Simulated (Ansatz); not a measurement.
The relaxed structure here is a generated cell of Cs2AgBiBr6: the first start was made by a random draw of sites in a space group, and the end was not matched to a known phase here, so it may be hypothetical. Known forms of Cs2AgBiBr6 include space group No. 225.

A relaxed cell of Cs2AgBiBr6 (P-3m1 (No. 164)), relaxed on a k-mesh at least as fine as the one used below. Level of theory: r2SCAN (plane waves to 500 eV, PAW, scalar-relativistic; Ansatz, a first-principles code). Γ-centred k-mesh 4×4×4 on the run's cell (coarser than for final values), Fermi–Dirac smearing 0.05 eV.

```yaml
crystal:
  lattice:
    - [7.89005, 0.00000, 0.00000]
    - [-3.94503, 6.83299, 0.00000]
    - [0.00000, 0.00000, 6.79717]
  atoms:
    - { symbol: Ag, position: [0.00000, 0.00000, 0.50000] }
    - { symbol: Bi, position: [0.00000, 0.00000, 0.00000] }
    - { symbol: Br, position: [0.17062, 0.34124, 0.24614] }
    - { symbol: Br, position: [0.65876, 0.82938, 0.24614] }
    - { symbol: Br, position: [0.17062, 0.82938, 0.24614] }
    - { symbol: Br, position: [0.82938, 0.65876, 0.75386] }
    - { symbol: Br, position: [0.82938, 0.17062, 0.75386] }
    - { symbol: Br, position: [0.34124, 0.17062, 0.75386] }
    - { symbol: Cs, position: [0.66667, 0.33333, 0.24756] }
    - { symbol: Cs, position: [0.33333, 0.66667, 0.75244] }
```

The atoms are displaced by (Å):

```
atom      ux      uy      uz
----  ------  ------  ------
Ag1   -0.068   0.115  -0.117
Bi2    0.047   0.044  -0.069
Br3   -0.022  -0.026   0.048
Br4   -0.012  -0.074   0.086
Br5   -0.064   0.073  -0.046
Br6   -0.013  -0.140   0.057
Br7    0.146   0.048  -0.074
Br8   -0.029   0.016  -0.025
Cs9    0.075   0.040   0.068
Cs10  -0.111  -0.021   0.054
```

Task: What forces (eV/Å) and pressure result?

Result: 
| atom | Fx | Fy | Fz |
|---|---|---|---|
| Ag1 | 0.02 | -0.40 | 0.18 |
| Bi2 | -0.36 | -0.60 | 0.16 |
| Br3 | 0.04 | 0.36 | -0.36 |
| Br4 | 0.13 | 0.16 | -0.25 |
| Br5 | 0.39 | -0.18 | 0.21 |
| Br6 | 0.05 | 0.46 | 0.10 |
| Br7 | -0.51 | 0.15 | 0.00 |
| Br8 | 0.19 | -0.01 | 0.00 |
| Cs9 | -0.05 | 0.02 | -0.02 |
| Cs10 | 0.12 | 0.06 | -0.01 |

Pressure +0.4 GPa.

Task: Estimate the energy cost of the displacement in the harmonic approximation and compare with the calculation.

Result: For a harmonic well ΔE = −½ Σ F·u = 0.193 eV a cell, or 19 meV/atom. The calculated energy relative to the undisplaced cell is +19 meV/atom, so the harmonic estimate holds well.

No spin polarisation in the result.

The run that gave the undisplaced cell could not lose the symmetry of its start: the end is stationary, and may be a saddle point rather than a minimum.
